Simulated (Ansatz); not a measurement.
MoSe:
```xyz
12
Lattice="8.7514 0.0000 0.0000 -4.3757 7.5789 0.0000 0.0000 0.0000 4.4238" Properties=species:S:1:pos:R:3 pbc="T T T"
Mo     1.5703     0.0000     1.1060
Se     1.5031     2.6035     1.1060
Mo    -0.7851     1.3599     1.1060
Se     5.7451     0.0000     1.1060
Mo     3.5905     6.2190     1.1060
Se    -2.8726     4.9754     1.1060
Mo     0.7851     1.3599     3.3179
Se    -1.5031     2.6035     3.3179
Mo     7.1811     0.0000     3.3179
Se     2.8726     4.9754     3.3179
Mo    -3.5905     6.2190     3.3179
Se     3.0062     0.0000     3.3179
```

Relaxed with PBE+D3(BJ). Special points in fractions of this cell's reciprocal vectors: Γ (0.000, 0.000, 0.000); M (0.500, 0.000, 0.000); K (0.333, 0.333, 0.000); A (0.000, 0.000, 0.500); L (0.500, 0.000, 0.500); H (0.333, 0.333, 0.500).

List the band energies nearest the Fermi level at these points for DFT-PBE+D3(BJ) in the program Ansatz with PAW potentials.

In eV from the Fermi level; about four levels below and three above (degenerate sets whole), none deeper than 8.9 eV; points with the same levels are listed once.

```tsv
k	below	above
Γ	-0.25 -0.25 -0.03 -0.03	0.18 1.38 1.38
M	-0.52 -0.52 -0.43 -0.22 -0.21	0.05 0.23 1.49
K	-0.59 -0.59 -0.52 -0.52 -0.44	0.06 0.06 0.23
A	-0.81 -0.81 -0.81 -0.81	0.90 0.90 1.94 1.94 1.94 1.94
L	-1.01 -1.01 -0.78 -0.78	0.98 0.98 1.94 1.94
H	-0.80 -0.80 -0.80 -0.80	1.00 1.00 1.96 1.96 1.96 1.96
```

Space group P6_3/mcm. The start of the workflow was typed in or built on a structure type; neither database checked (COD, Materials Project) lists it. Its standing as an ambient phase is unchecked. The cell was relaxed with PBE+D3(BJ) under the symmetry of its start; whether a distortion lowers the energy is not shown. The workflow began spin-polarised and lost its moments. Spin–orbit coupling is left out wherever it is not named.

Potentials: the earlier of the program's two PAW sets.
